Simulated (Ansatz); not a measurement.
Rh (fcc (Cu type), Fm-3m), a = 3.800 Å, b = 3.800 Å, c = 3.800 Å, α = 90.00°, β = 90.00°, γ = 90.00°; the cell used has 1 atom.

Relaxed with r²SCAN.

Problem. Which orbitals make up the states near the Fermi level in r²SCAN in the plane-wave PAW code Ansatz?

Solution. Within 0.5 eV of the Fermi level: Rh 4d 96 %. Projections are on Löwdin-orthogonalised atomic valence shells; empty p or d shells of many metals are not among them.

Problem. Tabulate the density of states.

Solution. States/eV per cell of 1 atom, in 0.25 eV bins, energy from the Fermi level.

| E (eV) | total | Rh 4d | Rh 5s | Rh 4p |
|---|---|---|---|---|
| -7.85 | 0.03 | 0.00 | 0.03 | 0.00 |
| -7.60 | 0.05 | 0.00 | 0.04 | 0.00 |
| -7.35 | 0.06 | 0.00 | 0.06 | 0.00 |
| -7.10 | 0.08 | 0.00 | 0.07 | 0.00 |
| -6.85 | 0.09 | 0.00 | 0.08 | 0.00 |
| -6.60 | 0.13 | 0.03 | 0.10 | 0.00 |
| -6.35 | 0.37 | 0.22 | 0.13 | 0.00 |
| -6.10 | 0.96 | 0.71 | 0.23 | 0.01 |
| -5.85 | 1.37 | 1.08 | 0.26 | 0.01 |
| -5.60 | 1.95 | 1.60 | 0.32 | 0.01 |
| -5.35 | 1.87 | 1.63 | 0.21 | 0.01 |
| -5.10 | 1.57 | 1.43 | 0.12 | 0.01 |
| -4.85 | 1.23 | 1.14 | 0.07 | 0.01 |
| -4.60 | 1.11 | 1.05 | 0.05 | 0.01 |
| -4.35 | 1.28 | 1.22 | 0.04 | 0.01 |
| -4.10 | 1.26 | 1.20 | 0.05 | 0.01 |
| -3.85 | 1.18 | 1.11 | 0.05 | 0.01 |
| -3.60 | 1.35 | 1.26 | 0.07 | 0.01 |
| -3.35 | 1.40 | 1.29 | 0.08 | 0.01 |
| -3.10 | 1.78 | 1.64 | 0.10 | 0.01 |
| -2.85 | 2.45 | 2.31 | 0.10 | 0.01 |
| -2.60 | 1.73 | 1.61 | 0.09 | 0.01 |
| -2.35 | 1.27 | 1.16 | 0.08 | 0.01 |
| -2.10 | 1.29 | 1.19 | 0.07 | 0.01 |
| -1.85 | 1.18 | 1.09 | 0.06 | 0.00 |
| -1.60 | 1.45 | 1.36 | 0.06 | 0.00 |
| -1.35 | 1.57 | 1.49 | 0.05 | 0.00 |
| -1.10 | 1.36 | 1.28 | 0.05 | 0.00 |
| -0.85 | 1.23 | 1.16 | 0.04 | 0.00 |
| -0.60 | 1.15 | 1.08 | 0.04 | 0.00 |
| -0.35 | 1.13 | 1.07 | 0.04 | 0.00 |
| -0.10 | 1.19 | 1.14 | 0.04 | 0.00 |
| 0.15 | 1.36 | 1.31 | 0.04 | 0.00 |
| 0.40 | 1.97 | 1.91 | 0.05 | 0.00 |
| 0.65 | 1.63 | 1.57 | 0.05 | 0.00 |
| 0.90 | 0.88 | 0.81 | 0.06 | 0.00 |
| 1.15 | 0.23 | 0.15 | 0.07 | 0.00 |
| 1.40 | 0.21 | 0.12 | 0.07 | 0.00 |
| 1.65 | 0.22 | 0.11 | 0.08 | 0.00 |
| 1.90 | 0.22 | 0.10 | 0.09 | 0.00 |
| 2.15 | 0.22 | 0.10 | 0.09 | 0.00 |
| 2.40 | 0.22 | 0.09 | 0.10 | 0.00 |
| 2.65 | 0.22 | 0.08 | 0.10 | 0.00 |
| 2.90 | 0.23 | 0.07 | 0.10 | 0.00 |
| 3.15 | 0.23 | 0.07 | 0.10 | 0.00 |
| 3.40 | 0.23 | 0.06 | 0.10 | 0.00 |
| 3.65 | 0.23 | 0.06 | 0.10 | 0.00 |
| 3.90 | 0.23 | 0.05 | 0.10 | 0.00 |
| 4.15 | 0.23 | 0.05 | 0.10 | 0.00 |
| 4.40 | 0.23 | 0.04 | 0.09 | 0.00 |
| 4.65 | 0.23 | 0.04 | 0.09 | 0.00 |

The r²SCAN relaxation kept the symmetry of its start. The run is not spin-polarised. Spin–orbit coupling is left out wherever it is not named.

Potentials: the earlier of the program's two PAW sets.
